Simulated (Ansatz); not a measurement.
**What DFT gives for SrAs$_{4}$Rh$_{6}$**

```yaml
crystal:
  lattice:
    - [7.28329, 0.00000, 0.00000]
    - [-3.64165, 6.30752, 0.00000]
    - [0.00000, 0.00000, 3.85972]
  atoms:
    - { symbol: Sr, position: [0.00000, 0.00000, 0.00000] }
    - { symbol: As, position: [0.80950, 0.19050, 0.50000] }
    - { symbol: As, position: [0.38100, 0.19050, 0.50000] }
    - { symbol: As, position: [0.80950, 0.61900, 0.50000] }
    - { symbol: Rh, position: [0.53470, 0.46530, 0.00000] }
    - { symbol: Rh, position: [0.93060, 0.46530, 0.00000] }
    - { symbol: Rh, position: [0.53470, 0.06940, 0.00000] }
    - { symbol: As, position: [0.33330, 0.66670, 0.00000] }
    - { symbol: Rh, position: [0.20220, 0.79780, 0.50000] }
    - { symbol: Rh, position: [0.59560, 0.79780, 0.50000] }
    - { symbol: Rh, position: [0.20220, 0.40440, 0.50000] }
```

Method: r2SCAN, no spin polarisation; PAW, plane waves to 500 eV, 6×6×9 Γ-centred mesh, fermi-dirac occupations (width 0.1 eV) (Ansatz 0.2.0), atoms fixed.

(1) Are the atoms at rest?

(2) What do density and ELF say about some of the short contacts?

(3) What is the formation energy?

(4) Is there a gap?

(5) Is the cell too large or too small?

Origin: a database entry at a rescaled volume.

## Answers

(1) Nearly at rest: the largest force is 0.029 eV/Å.

(2) As–Rh at 2.48 Å: least valence density 0.51 e/Å³ and ELF 0.37 there. Rh–Rh at 2.87 Å: least valence density 0.27 e/Å³ and ELF 0.21 there. Sr–As at 3.08 Å: least valence density 0.14 e/Å³ and ELF 0.07 there. Both are smooth PAW fields, read partly inside the augmentation spheres.

(3) -0.68 eV an atom against the elements' usual phases (free molecules for gases, crystals otherwise, with no correction for O₂ or N₂), so it is bound against them; other compounds may still compete. Relaxing would lower it.

(4) It is a metal, with about 5 states/eV a cell as the mean within 0.25 eV of the Fermi level, mostly Rh d (71 %) and As p (21 %).

(5) The pressure is -2.9 GPa (compression positive), so with the atoms held at these fractions the cell would first shrink.
